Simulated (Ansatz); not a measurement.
Level of theory: Ansatz, DFT PBE, scalar-relativistic, plane waves, PAW. All cells share a 420 eV cutoff and Γ-centred k meshes spaced at most about 0.3 Å⁻¹ (about 0.25 or finer for metals, 2π included). No spin polarisation in the final relaxations.

All energies are static (0 K, no zero-point motion). All come from trial cells, and lower structures may exist.

Task: These unrelaxed guesses for HfC5 are each relaxed within their symmetry. Order them by the energy at which they end, lowest first.
1.

```xyz
6
Lattice="2.4243 1.3997 4.1221 -2.4243 1.3997 4.1221 0.0000 -2.7994 4.1221" Properties=species:S:1:pos:R:3 pbc="T T T"
Hf    0.0000    0.0000    0.0000
C     0.0000    1.3997    4.1221
C    -1.2122   -0.6998    4.1221
C     1.2122   -0.6998    4.1221
C     0.0000    0.0000    2.5172
C     0.0000    0.0000    9.8491
```

2.

```xyz
6
Lattice="3.0063 0.0000 0.0000 -1.5032 2.6036 0.0000 0.0000 0.0000 14.2596" Properties=species:S:1:pos:R:3 pbc="T T T"
Hf    0.0000    0.0000    0.0000
C     1.5032    0.8679   12.1687
C     0.0000    0.0000    9.6403
C     1.5032    0.8679    7.1298
C     0.0000    0.0000    4.6193
C     1.5032    0.8679    2.0909
```

Result: 1 (ends in R-3m, 0 meV/atom), 2 (ends in P-6m2, 239 meV/atom). Even the lowest end lies +0.99 eV/atom against the elements.

These runs have no spin–orbit coupling, which can matter for Hf. Cells relaxed within their symmetry can be saddle points. Some structure types and database cells were kept out of the candidates from the start, so a known form may be missing.
